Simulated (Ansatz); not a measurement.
Geometry optimisation in Ansatz: input, command and trajectory.

```yaml
crystal:
  lattice:
    - [3.0383933168, 0.0, 0.0]
    - [-1.5191966584, 2.631325799, 0.0]
    - [0.0, 0.0, 3.4728569969]
  atoms:
    - { symbol: Mg, position: [0.0, 0.0, 0.0] }
    - { symbol: B, position: [0.3333333333, 0.6666666667, 0.5] }
    - { symbol: B, position: [0.6666666667, 0.3333333333, 0.5] }
basis:
  ecutwfc: 500
kpoints:
  mp_grid: { grid: [18, 18, 12] }
hamiltonian:
  xc: r2scan
scf:
  occupations: { method: gaussian, width: 0.1 }
output:
  forces: true
  stress: true
  eigenvalues: true
relax:
  adjacent_minimum: "off"
  f_tol: 0.01
  max_steps: 30
  cell: { stress_tol: 0.1, fix: [volume] }
```

```bash
ansatz run input.yaml --threads 1 --pin off --max-ram 2560MiB --backend cpu --events-out ev --progress --plain --runs-dir out
```

These are results of Ansatz, DFT r2SCAN, scalar-relativistic, plane waves, PAW, not measurements.

The volume is held at 0.97 times that of the relaxed cell.

Of 3 frames 3 are shown, positions in Å and forces in eV/Å; the SCF threshold varies from step to step. Steps run on the plane waves of an earlier cell, with a Pulay correction in the pressure. The basis is chosen afresh for the last frame, the zero of the energies, and at times for earlier ones too; energy and pressure step there, also at an unchanged geometry.

```xyz
3
Lattice="3.0384 0.0000 0.0000 -1.5192 2.6313 0.0000 0.0000 0.0000 3.4729" Properties=species:S:1:pos:R:3:forces:R:3 pbc="T T T" step=1 free_energy_over_end_meV_per_atom=0.23 pressure_GPa=5.08
Mg    0.0000    0.0000    0.0000    0.0000    0.0000    0.0000
B     0.0000    1.7542    1.7364    0.0000    0.0000    0.0000
B     1.5192    0.8771    1.7364    0.0000    0.0000    0.0000
3
Lattice="3.0445 0.0000 0.0000 -1.5222 2.6366 0.0000 0.0000 0.0000 3.4590" Properties=species:S:1:pos:R:3:forces:R:3 pbc="T T T" step=2 free_energy_over_end_meV_per_atom=0.00 pressure_GPa=4.81
Mg    0.0000    0.0000    0.0000    0.0000    0.0000    0.0000
B     0.0000    1.7577    1.7295    0.0000    0.0000    0.0000
B     1.5222    0.8789    1.7295    0.0000    0.0000    0.0000
3
Lattice="3.0445 0.0000 0.0000 -1.5222 2.6366 0.0000 0.0000 0.0000 3.4590" Properties=species:S:1:pos:R:3:forces:R:3 pbc="T T T" step=3 free_energy_over_end_meV_per_atom=0.00 pressure_GPa=4.81
Mg    0.0000    0.0000    0.0000    0.0000    0.0000    0.0000
B     0.0000    1.7577    1.7295    0.0000    0.0000    0.0000
B     1.5222    0.8789    1.7295    0.0000    0.0000    0.0000
```

It took 32 s on 1 thread of Arm Neoverse V1 (shared host), peak memory 0.46 GiB.